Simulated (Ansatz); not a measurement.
Data:

Starting cell, Ti (hcp, Mg type):

```
Ti
1.0
    2.93627     0.00000     0.00000
   -1.46813     2.54288     0.00000
    0.00000     0.00000     4.63716
Ti
2
Direct
  0.33333   0.66667   0.75000
  0.66667   0.33333   0.25000
```

In this cell atom 2 (Ti, nearest neighbour Ti at 2.872 Å; its periodic images, 2.9 Å or more away, move with it) is moved by u·(1.000, 0.000, 0.000) + v·(0.000, 1.000, 0.000); the rest is frozen.

These are r2SCAN (plane waves to 500 eV, PAW, scalar-relativistic; Ansatz, a program for electronic structure) values and carry that method's errors. k mesh 15×15×8 (Γ-centred), Fermi-Dirac smearing 0.05 eV. Energies are smeared free energies. With partly filled bands, energies and forces of such displacements shift with the k mesh and the smearing. The PAW data are Ansatz's earlier set. Ti is run without spin polarisation. Ti was relaxed with its symmetry unable to fall. ΔE is measured from the undisplaced structure. Axes are in Å.

The scan covers u from -0.430 to 0.430 Å in 5 points and v from -0.430 to 0.430 Å in 5 points.

Is the undisplaced position a minimum, a maximum or a saddle of this map?

A minimum.

What are the two principal curvatures of the energy at the centre?

1.8 eV/Å², isotropic.

(A displaced cell: forces are minus the slopes of the energy, force constants its curvatures, and phonons follow from these.)
